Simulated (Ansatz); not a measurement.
Input:

NiO₂:
```cif
data_NiO2
_chemical_formula_sum 'Ni1 O2'
_space_group_name_H-M_alt 'P 1'
_space_group_IT_number 1
_cell_length_a 5.09780
_cell_length_b 5.09780
_cell_length_c 5.09780
_cell_angle_alpha 31.549
_cell_angle_beta 31.549
_cell_angle_gamma 31.549
loop_
_space_group_symop_operation_xyz
  'x, y, z'
loop_
_atom_site_label
_atom_site_type_symbol
_atom_site_fract_x
_atom_site_fract_y
_atom_site_fract_z
_atom_site_occupancy
Ni1 Ni 0.00000 0.00000 0.00000 1
O1 O 0.60192 0.60192 0.60192 1
O2 O 0.39808 0.39808 0.39808 1
```

This is the r²SCAN+D4-relaxed structure.

All from the program Ansatz at the r²SCAN+D4 level (PAW), unless another level is named. Estimate the static dielectric constant ε0 (ions relaxed, cell fixed).

15.6 (xx = yy), 3.15 (zz).

Give the Born charges (a third of the trace).

Ni +2.98, O -1.49 e.

And the electronic dielectric constant ε∞ (DFPT)?

11.8 (xx = yy), 3.12 (zz).

And the Bader charges?

Ni +1.55, O -0.77 e.

Space group R-3m. The first step of the workflow began from a Materials Project structure, measured or hypothetical; the Crystallography Open Database copy checked does not list it. COD files the formula under space group No. 12. Its standing as an ambient phase is unchecked. The cell was relaxed with r²SCAN+D4 under the symmetry of its start. At this level the phase is mechanically unstable. No spin polarisation was allowed. No Hubbard U is applied.

Potentials: the later of the program's two PAW sets.
